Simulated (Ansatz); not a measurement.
Relaxation of a relaxed SnSe cell displaced along its unstable phonon at q = Γ (15i cm⁻¹), largest move 0.15 Å; 8 atoms in the cell, which starts as P2₁2₁2₁ (No. 19), oP8; a = 4.068 Å, b = 5.304 Å, c = 12.184 Å, α = 90.00°, β = 90.00°, γ = 90.00°. Computed with PBE (plane waves to 420 eV, PAW, scalar-relativistic; Ansatz, an electronic-structure program). Γ-centred k-mesh 5×6×2 on the run's cell (coarser than for final values), Fermi–Dirac smearing 0.05 eV. This is the first round of the run. 

The optimiser's lines from the output (shortened; P is positive under compression):

```
relax step   1: F+E_penalty+E_count = -45976.49469132 eV  Δ(F+E_penalty+E_count) = +0.000e0 eV  max|allowed force component| = 1.462e-2 eV/Å  Δτ_max = 0.0000 Å  P = -0.009 GPa  Ω = 262.867 Å³  (9 SCF iters, dr2 threshold 1.00e-7 eV, accepted)
relax step   2: F+E_penalty+E_count = -45976.51145171 eV  Δ(F+E_penalty+E_count) = -1.676e-2 eV  max|allowed force component| = 2.687e-2 eV/Å  Δτ_max = 0.1223 Å  P = -0.034 GPa  Ω = 262.209 Å³  (8 SCF iters, dr2 threshold 1.34e-8 eV, accepted)
relax step   3: F+E_penalty+E_count = -45976.55663108 eV  Δ(F+E_penalty+E_count) = -4.518e-2 eV  max|allowed force component| = 4.549e-2 eV/Å  Δτ_max = 0.1922 Å  P = -0.069 GPa  Ω = 259.689 Å³  (8 SCF iters, dr2 threshold 4.51e-8 eV, accepted)
relax step   4: F+E_penalty+E_count = -45976.61873374 eV  Δ(F+E_penalty+E_count) = -6.210e-2 eV  max|allowed force component| = 6.537e-2 eV/Å  Δτ_max = 0.1925 Å  P = -0.109 GPa  Ω = 256.463 Å³  (8 SCF iters, dr2 threshold 1.29e-7 eV, accepted)
relax step   5: F+E_penalty+E_count = -45976.69349006 eV  Δ(F+E_penalty+E_count) = -7.476e-2 eV  max|allowed force component| = 8.351e-2 eV/Å  Δτ_max = 0.1948 Å  P = -0.068 GPa  Ω = 250.602 Å³  (7 SCF iters, dr2 threshold 2.67e-7 eV, accepted)
relax step   6: F+E_penalty+E_count = -45976.75821070 eV  Δ(F+E_penalty+E_count) = -6.472e-2 eV  max|allowed force component| = 1.464e-1 eV/Å  Δτ_max = 0.1944 Å  P = -0.552 GPa  Ω = 242.390 Å³  (7 SCF iters, dr2 threshold 4.36e-7 eV, accepted)
relax step   7: F+E_penalty+E_count = -45976.35262521 eV  Δ(F+E_penalty+E_count) = +4.056e-1 eV  max|allowed force component| = 1.072e0 eV/Å  Δτ_max = 0.1902 Å  P = +4.846 GPa  Ω = 225.513 Å³  (7 SCF iters, dr2 threshold 8.00e-7 eV, rejected (line search))
relax step   8: F+E_penalty+E_count = -45976.77965354 eV  Δ(F+E_penalty+E_count) = -2.144e-2 eV  max|allowed force component| = 6.061e-2 eV/Å  Δτ_max = 0.0924 Å  P = -0.001 GPa  Ω = 237.761 Å³  (12 SCF iters, accepted)
relax step   9: F+E_penalty+E_count = -45976.79621246 eV  Δ(F+E_penalty+E_count) = -1.656e-2 eV  max|allowed force component| = 6.009e-2 eV/Å  Δτ_max = 0.0840 Å  P = -0.023 GPa  Ω = 235.344 Å³  (7 SCF iters, dr2 threshold 2.35e-7 eV, accepted)
relax step  10: F+E_penalty+E_count = -45976.78381379 eV  Δ(F+E_penalty+E_count) = +1.240e-2 eV  max|allowed force component| = 1.504e-1 eV/Å  Δτ_max = 0.1310 Å  P = +0.684 GPa  Ω = 231.423 Å³  (7 SCF iters, dr2 threshold 2.26e-7 eV, rejected (line search))
relax step  11: F+E_penalty+E_count = -45976.80939782 eV  Δ(F+E_penalty+E_count) = -1.319e-2 eV  max|allowed force component| = 6.067e-2 eV/Å  Δτ_max = 0.0655 Å  P = +0.167 GPa  Ω = 233.003 Å³  (11 SCF iters, accepted)
relax step  12: F+E_penalty+E_count = -45976.82267178 eV  Δ(F+E_penalty+E_count) = -1.327e-2 eV  max|allowed force component| = 9.714e-2 eV/Å  Δτ_max = 0.0723 Å  P = +0.486 GPa  Ω = 230.912 Å³  (6 SCF iters, dr2 threshold 7.07e-7 eV, accepted)
relax step  13: F+E_penalty+E_count = -45976.85557073 eV  Δ(F+E_penalty+E_count) = -3.290e-2 eV  max|allowed force component| = 1.426e-1 eV/Å  Δτ_max = 0.1099 Å  P = +0.597 GPa  Ω = 230.044 Å³  (6 SCF iters, dr2 threshold 8.00e-7 eV, accepted)
relax step  14: F+E_penalty+E_count = -45976.94189955 eV  Δ(F+E_penalty+E_count) = -8.633e-2 eV  max|allowed force component| = 1.062e-1 eV/Å  Δτ_max = 0.1688 Å  P = +0.345 GPa  Ω = 230.055 Å³  (6 SCF iters, dr2 threshold 8.00e-7 eV, accepted)
relax step  15: F+E_penalty+E_count = -45976.96862501 eV  Δ(F+E_penalty+E_count) = -2.673e-2 eV  max|allowed force component| = 1.511e-1 eV/Å  Δτ_max = 0.1945 Å  P = +0.637 GPa  Ω = 229.166 Å³  (7 SCF iters, dr2 threshold 8.00e-7 eV, accepted)
relax step  16: F+E_penalty+E_count = -45976.73623300 eV  Δ(F+E_penalty+E_count) = +2.324e-1 eV  max|allowed force component| = 3.826e-1 eV/Å  Δτ_max = 0.1254 Å  P = -1.707 GPa  Ω = 235.235 Å³  (7 SCF iters, dr2 threshold 8.00e-7 eV, rejected (line search))
relax step  17: F+E_penalty+E_count = -45976.99646538 eV  Δ(F+E_penalty+E_count) = -2.784e-2 eV  max|allowed force component| = 3.089e-2 eV/Å  Δτ_max = 0.0629 Å  P = +0.105 GPa  Ω = 227.541 Å³  (10 SCF iters, accepted)
relax step  18: F+E_penalty+E_count = -45976.99702171 eV  Δ(F+E_penalty+E_count) = -5.563e-4 eV  max|allowed force component| = 2.175e-2 eV/Å  Δτ_max = 0.0380 Å  P = -0.147 GPa  Ω = 228.745 Å³  (6 SCF iters, dr2 threshold 1.60e-7 eV, accepted)
relax step  19: F+E_penalty+E_count = -45976.99799344 eV  Δ(F+E_penalty+E_count) = -9.717e-4 eV  max|allowed force component| = 1.881e-3 eV/Å  Δτ_max = 0.0114 Å  P = -0.013 GPa  Ω = 228.020 Å³  (6 SCF iters, dr2 threshold 1.58e-7 eV, accepted)
relax step  20: F+E_penalty+E_count = -45976.99803387 eV  Δ(F+E_penalty+E_count) = -4.043e-5 eV  max|allowed force component| = 1.257e-3 eV/Å  Δτ_max = 0.0052 Å  P = +0.002 GPa  Ω = 227.902 Å³  (6 SCF iters, dr2 threshold 1.36e-9 eV, accepted)
relax step  21: F+E_penalty+E_count = -45976.99669990 eV  Δ(F+E_penalty+E_count) = +1.334e-3 eV  max|allowed force component| = 1.341e-3 eV/Å  Δτ_max = 0.0000 Å  P = -0.002 GPa  Ω = 227.902 Å³  stress off target by 5.48e-3 GPa  SCF on the basis re-selected at this cell (its energy is not comparable with the rows above)  (7 SCF iters)
```

From the first to the last row the energy changes by -0.06 eV/atom and the volume by -13.3 %. The last row is marked as not comparable with the walk above it, whose basis was carried along; it does compare with step 1, since both stand on a basis selected at the nominal cutoff for their own cell.

Steps 7, 10, 16 were rejected by the optimiser.

Later rounds, restarted from the end of this one on a renewed k-mesh, logged 4 more steps and released under 0.01 eV/atom more. The final structure after all rounds: Pnma (No. 62), oP8, AFLOW prototype AB_oP8_62_c_c (B29, as in SnS); a = 11.782 Å, b = 4.202 Å, c = 4.578 Å, α = 90.00°, β = 90.00°, γ = 90.00°. Between re-selections the logged energies stand on a plane-wave basis carried along with the cell. No spin polarisation in the result.

The run could not lose the symmetry of its start.

The first start was generated by placing the elements on the sites of a structure type. A measured structure of SnSe has the same space group, Pnma (No. 62); the sites were not compared with it.
